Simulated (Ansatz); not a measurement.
Polymorphs of MgO, each relaxed with the program Ansatz at the PBEsol level (PAW):

A: P6_3/mmc, a = 3.494 Å, b = 3.494 Å, c = 4.195 Å, α = 90.00°, β = 90.00°, γ = 120.00°

B: rock salt (Fm-3m), a = 4.2150 Å, b = 4.2150 Å, c = 4.2150 Å, α = 90.00°, β = 90.00°, γ = 90.00°

C: CsCl type (Pm-3m), a = b = c = 2.634 Å, α = β = γ = 90.00°

D: P4_2/mnm, a = b = 5.511 Å, c = 3.276 Å, α = β = γ = 90.00°

Task: Put the candidates in order of energy per atom at 0 K, lowest first, for PBEsol.

Result: B (+0 meV/atom), A (+66 meV/atom), D (+143 meV/atom), C (+737 meV/atom)

Task: Give each one's gap.

Result: A 3.28 eV; B 4.62 eV; C 2.47 eV; D 3.36 eV.

Typed or built starts, not in the databases checked: D. Not the usual ambient phase: A; C; D. Unstable at this level: C. All cells were relaxed under the symmetry of their starts (and spin orders); stability against distortions was not tested throughout.

Energies hold the estimated change up to a 700 eV cutoff; steps of a few meV lie near the error of the meshes.

Potentials: the earlier of the program's two PAW sets. The files were generated under PBE; for other functionals the program regenerates the frozen cores, and for LDA and PBEsol the local potential too.
